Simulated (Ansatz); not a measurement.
Trial structure of YCdC4N4, not yet relaxed:

```
Y Cd C N
1.0
     6.21344    0.00000    0.00000
     0.00000    6.21344    0.00000
     0.00000    0.00000    6.21344
Y Cd C N
1 1 4 4
Direct
  0.50000 0.50000 0.50000
  0.00000 0.00000 0.00000
  0.18593 0.18593 0.18593
  0.18593 0.81407 0.81407
  0.81407 0.18593 0.81407
  0.81407 0.81407 0.18593
  0.29465 0.29465 0.29465
  0.29465 0.70535 0.70535
  0.70535 0.29465 0.70535
  0.70535 0.70535 0.29465
```

Method: DFT PBE, scalar-relativistic, plane waves, PAW (Ansatz 0.2.0). Plane waves to 420 eV, a k mesh through Γ of 4×4×4 on the computed 10-atom cell and Gaussian smearing (0.10 eV); no spin polarisation.

The zero of energy is the elements' standard structures at the same level (N₂ as a molecule); no fitted shifts are applied.

Question: Estimate its pressure, forces and energy as it stands.

Answer: The pressure is 7.5 GPa (it wants to expand), the largest force is 1.94 eV/Å, and the energy is +0.28 eV/atom against the elements. The shortest distance is 1.17 Å.

Question: Is it a good guess?

Answer: A fair one: relaxing gains about 0.12 eV/atom (the start's value is from the coarse mesh, so the gain is rough) in 10 ionic steps and ends at +0.16 eV/atom on the finer mesh. The symmetry stays P-43m (No. 215). The volume per atom grows by 17.3 %, from 24.0 to 28.1 Å³. The shortest distance goes from 1.17 Å (C–N) to 1.18 Å (C–N). Conventional cell: a = 6.552 Å. Y has 4 N at 2.27 Å; Cd has 4 C at 2.23 Å; around C lie 1 N at 1.18 Å and 1 Cd at 2.23 Å; N has 1 C at 1.18 Å and 1 Y at 2.27 Å.

The last run used a 6×6×6 mesh for its 10-atom cell and Gaussian smearing of 0.10 eV. The cell is a metal run without spin, though a test with spin on the coarse mesh kept 1.0 μB a cell, so a magnetic state probably lies lower. The reference form of C is held partly by dispersion forces, which this level lacks. The relaxation can't lower the symmetry of the start, and the grade says only how near the guess is to its own end. Symmetry constrained the relaxation, so the result can be a saddle point.
